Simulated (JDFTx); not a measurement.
WSi2(110) slab cut from bulk WSi2 (space group I4/mmm, indices of the conventional cell, lattice of the Materials Project entry mp-1620, not re-optimised): 12 atoms in 4 planes, a 1x1 cell of 17.74 Å² (|a| = 4.515, |b| = 4.515 Å), 7.0 Å between the outermost planes, Si/W outermost, slab composition W4Si8, cell height 22.8 Å, 6×6×1 k mesh, Fermi smearing 0.01 Ha, no spin polarisation. Whether this polymorph is the ambient one wasn't checked.

All numbers are PBE, GBRV ultrasoft potentials, plane waves to 20/100 Ha results from JDFTx (a modified build), not measurements. Liquid: CANDLE, water, 1 M KF. Between zero charge and 0.49 V from it the run gives σ = 6.7 μC/cm², a mean capacitance of 13.7 μF/cm². The liquid has ε = 78.4, a 1:1 salt at 1 M with linear (Debye) response, and T = 298 K.

A calculation by hand: the Debye length, the diffuse-layer capacitance, and the inner capacitance that is left when the two stand in series.

Each ion has density c = 1 × 6.022×10⁻⁴ = 6.022e-04 Å⁻³. λ² = ε kT / (8π (e²/4πε₀) c) with kT = 0.02568 eV and e²/4πε₀ = 14.40 eV Å gives λ = 3.04 Å; the log prints 3.04 Å. C_diffuse = ε₀ε/λ = 228 μF/cm². Then 1/C_inner = 1/13.7 − 1/228, so C_inner = 14.6 μF/cm², which equals a vacuum gap of ε₀/C_inner = 0.61 Å. The diffuse layer takes 6 % of the potential drop; the rest lies between the electrode's charge and the onset of the dielectric, with the electrode's own (quantum) capacitance in it. The split is a model: in the calculation solvent and ions share one smooth cavity.
